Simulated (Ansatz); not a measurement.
SrGa2H2:
```xyz
5
Lattice="4.3521 0.0000 0.0000 -2.1760 3.7690 0.0000 0.0000 0.0000 4.5766" Properties=species:S:1:pos:R:3 pbc="T T T"
Ga     0.0000     2.5127     2.1310
Ga     2.1760     1.2563     2.4457
H      0.0000     2.5127     0.4375
H      2.1760     1.2563     4.1392
Sr     0.0000     0.0000     0.0000
```

Relaxed with PBEsol. Special points in fractions of this cell's reciprocal vectors: Γ (0.000, 0.000, 0.000); M (0.500, 0.000, 0.000); K (0.333, 0.333, 0.000); A (0.000, 0.000, 0.500); L (0.500, 0.000, 0.500); H (0.333, 0.333, 0.500).

Q: List the band energies nearest the Fermi level at these points for PBEsol (plane waves, PAW; program Ansatz).

A: In eV from the Fermi level; about four levels below and three above (degenerate sets whole), none deeper than 8.9 eV; points with the same levels are listed once.

```tsv
k	below	above
Γ	-4.55 -3.49 -0.65 -0.65	0.17 3.61 3.61
M	-3.11 -1.94 -1.28 -0.22	1.89 2.63 3.34
K	-7.48 -7.48 -3.59 -2.24 -2.24	1.02 1.02 3.16
A	-7.39 -2.31	0.44 0.44 0.69
L	-6.38 -4.51 -4.30 -1.74	1.62 3.60 4.94
H	-7.13 -7.13 -4.31 -4.31 -2.53	2.25 4.28 4.28
```

Space group P-3m1. The workflow started from an entry of the Crystallography Open Database (COD). Whether it is the stable phase at ambient conditions was not checked. The PBEsol relaxation kept the symmetry of its start; of distortions, only those at the zone centre were tested. Scalar-relativistic: spin–orbit coupling is off unless named, which matters more the heavier the elements.

Potentials: the later of the program's two PAW sets.
